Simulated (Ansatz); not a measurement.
TaCuN2 in space group R-3m (No. 166; Ta on 3b, Cu on 3a, N on 6c), DFT-PBEsol in the program Ansatz with PAW potentials. The conduction-band minimum lies at L, with 3 equivalent valleys. Second derivatives d²E/dk² of the lowest band at one valley (eV·Å²), along Cartesian directions:

```
direction  d²E/dk²
---------  -------
[100]        24.42
[010]        31.89
[001]        24.34
[110]        28.19
[101]        24.39
[011]        3.908
```

### Question
Find the principal effective masses, the density-of-states mass and the conductivity mass.

### Answer
Off-diagonal terms follow from H_xy = H[110] − (H_xx + H_yy)/2, and m*/mₑ = 7.620 eV·Å² over each eigenvalue: 0.14, 0.31, 2.1. One valley's DOS mass (m₁m₂m₃)^(1/3) = 0.46, conductivity mass 3/(Σ 1/mᵢ) = 0.28 mₑ.

### Question
What effective density of states Nc follows at 300 K for parabolic valleys?

### Answer
Nc = 2.509e19 × 3 × (0.46)^(3/2) ≈ 2.3e19 cm⁻³.

### Question
With the computed static dielectric constant 103 (mean of the diagonal), estimate a hydrogenic donor's binding energy and radius.

### Answer
E = 13.606 eV × 0.28/103² ≈ 0.36 meV; a = 0.529 Å × ε/m* ≈ 190 Å. Semilocal masses tend to be too small when the gap is underestimated.

The workflow started from a Materials Project entry (that database holds measured and hypothetical structures alike); the Crystallography Open Database files this formula in space group No. 166, but the cells were not matched. Its standing as an ambient phase is unchecked. The cell was relaxed with PBEsol under the symmetry of its start; whether a distortion lowers the energy is not shown. The run is not spin-polarised. Scalar-relativistic: spin–orbit coupling is off unless named, which matters more the heavier the elements.

Potentials: the later of the program's two PAW sets.
